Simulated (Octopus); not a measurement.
CaO (Fm-3m, No. 225), cubic lattice constant 4.807 Å. The cell is a database entry, not relaxed again.

Computed with Octopus (real-space grid): LDA, grid spacing about 0.15 Å, Γ-centred 6×6×6 k-mesh, Fermi-Dirac smearing of 0.01 eV, no spin polarisation, PseudoDojo 0.4 LDA potentials. The cell is scaled uniformly. Energies of the lowest empty band count from each cell's highest valence level among the special points, at Γ; they are Kohn-Sham values at fixed points of the zone.

```
a (Å)  ln(V/V₀)  Γ (eV)  X (eV)  L (eV)
-----  --------  ------  ------  ------
4.591   -0.1381   5.809   3.384   7.599
4.639   -0.1069   5.515   3.417   7.451
4.687   -0.0760   5.234   3.444   7.306
4.735   -0.0453   4.967   3.466   7.162
4.783   -0.0150   4.711   3.483   7.021
4.807    0.0000       ?       ?       ?
4.855    0.0299   4.349   3.499   6.813
```

V₀ is the volume of the database cell.

Q: Fit each column by a quadratic in ln V through the rows shown. Give the volume deformation potentials dE/d ln V at the withheld row, and predict that row.

A: Fits: Γ: 4.588 −8.12 x +5.2 x²; X: 3.489 +0.40 x −2.6 x²; L: 6.951 −4.64 x +0.4 x², with x = ln(V/V₀). At x = 0.0000 the slopes are −8.1 eV (Γ), +0.4 eV (X), −4.6 eV (L). Predicted against computed: 4.588 against 4.588 eV, 3.489 against 3.489 eV, 6.951 against 6.951 eV.

The lowest of these levels is that at X in all rows.
